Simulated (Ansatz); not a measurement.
The calculation used Ansatz 0.2.0, DFT PBE, scalar-relativistic, plane waves, PAW. All cells share a 420 eV cutoff and Γ-centred k meshes spaced about 0.3 Å⁻¹ or finer (0.25 for metals, 2π included). No spin polarisation.

Temperature and zero-point effects are left out.

Two forms of P4C were relaxed alike.

1.

```yaml
crystal:
  lattice:
    - [-2.69082, 2.69082, 2.93195]
    - [2.69082, -2.69082, 2.93195]
    - [2.69082, 2.69082, -2.93195]
  atoms:
    - { symbol: P, position: [0.33187, 0.05192, 0.86154] }
    - { symbol: P, position: [0.19037, 0.47032, 0.13846] }
    - { symbol: P, position: [0.52968, 0.66813, 0.72005] }
    - { symbol: P, position: [0.94808, 0.80963, 0.27995] }
    - { symbol: C, position: [0.00000, 0.00000, 0.00000] }
```

2.

```yaml
crystal:
  lattice:
    - [13.08741, -1.55831, 0.00000]
    - [13.08741, 1.55831, 0.00000]
    - [-0.75893, 0.00000, 5.49102]
  atoms:
    - { symbol: P, position: [0.04708, 0.04708, 0.80258] }
    - { symbol: P, position: [0.95292, 0.95292, 0.19742] }
    - { symbol: P, position: [0.12311, 0.12311, 0.05396] }
    - { symbol: P, position: [0.65786, 0.65786, 0.84066] }
    - { symbol: P, position: [0.73208, 0.73208, 0.10453] }
    - { symbol: P, position: [0.87689, 0.87689, 0.94603] }
    - { symbol: P, position: [0.34214, 0.34214, 0.15934] }
    - { symbol: P, position: [0.26793, 0.26793, 0.89547] }
    - { symbol: C, position: [0.48047, 0.48047, 0.06866] }
    - { symbol: C, position: [0.51953, 0.51953, 0.93134] }
```

**Question.** Which would you expect to be lower, and how large is the difference?

**Answer.** Cell 2 is lower, by 0.40 eV/atom. Cell 1 has space group I-4 (No. 82), 17.0 Å³/atom and a gap of 0.36 eV on its mesh; cell 2 has space group C2/m (No. 12), 22.4 Å³/atom and a gap of 1.31 eV. Counting P atoms around C (those within 1.25 times the shortest such distance or 1.15 times the sum of covalent radii, 1.27 where that leaves under three), cell 1 has C 4 and cell 2 has C 2. Cell 1 holds P–P nets (shortest 2.28 Å); cell 2 holds P–P chains (shortest 2.22 Å) and C–C pairs (shortest 1.36 Å). Even the lower one lies +0.22 eV/atom against the reference forms of the elements (uncorrected), so neither is stable at this level. In cell 1, P has 1 C at 1.94 Å and 3 P at 2.28–2.38 Å; around C lie 4 P at 1.94 Å. In cell 2, around P on its first site lie 2 C at 1.90 Å and 1 P at 2.27 Å; P on its second site has 3 P at 2.22–2.27 Å; around C lie 1 C at 1.36 Å and 2 P at 1.90 Å; 2 more sites not described. Both come from trial cells of a structure search.

No dispersion correction is applied, so the spacing and binding between layers, chains or molecules are poorly described (C2/m), and this can change margins and order among such cells. Kohn–Sham gaps at this level usually fall short of measured ones. Small gaps are read on the mesh alone, and bands can cross between its points. With atoms moved at random, cell 2 came back. Cell 1 had no clear such test and can be a saddle point.
